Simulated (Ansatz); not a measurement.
Starting cell, BP (zinc blende):

```xyz
2
Lattice="0.0000 2.2742 2.2742 2.2742 0.0000 2.2742 2.2742 2.2742 0.0000" Properties=species:S:1:pos:R:3 pbc="T T T"
P      3.4114     3.4114     3.4114
B      0.0000     0.0000     0.0000
```

Two-dimensional scan of atom 1 (P, nearest neighbour B at 1.970 Å; its periodic images, 3.2 Å or more away, move with it): u runs along (1.000, 0.000, 0.000), v along (0.000, 0.000, 1.000) (Cartesian). Cell and other atoms are fixed.

Method: PBE (plane waves to 420 eV, PAW, scalar-relativistic; Ansatz, a program for electronic structure). k mesh 10×10×10 (Γ-centred), Fermi-Dirac smearing 0.05 eV. The energy includes the smearing's −TS. As the smearing reaches across the gap at some points, energies and forces of such displacements shift with the k mesh and the smearing. BP was relaxed with its symmetry unable to fall. The zero of ΔE is the undisplaced structure. Axes are in Å.

Question: Predict the ΔE (eV/cell) at all points of the grid u = -0.300, -0.150, 0.000, 0.150, 0.300 by v = -0.300, -0.150, 0.000, 0.150, 0.300.

Answer: ΔE (eV/cell), with u across and v down:

```csv
v \ u,-0.300,-0.150,0.000,0.150,0.300
-0.300,1.643,1.013,0.791,1.013,1.643
-0.150,1.013,0.422,0.209,0.422,1.013
0.000,0.791,0.209,0.000,0.209,0.791
0.150,1.013,0.422,0.209,0.422,1.013
0.300,1.643,1.013,0.791,1.013,1.643
```

(A displaced cell: forces are minus the slopes of the energy, force constants its curvatures, and phonons follow from these.)
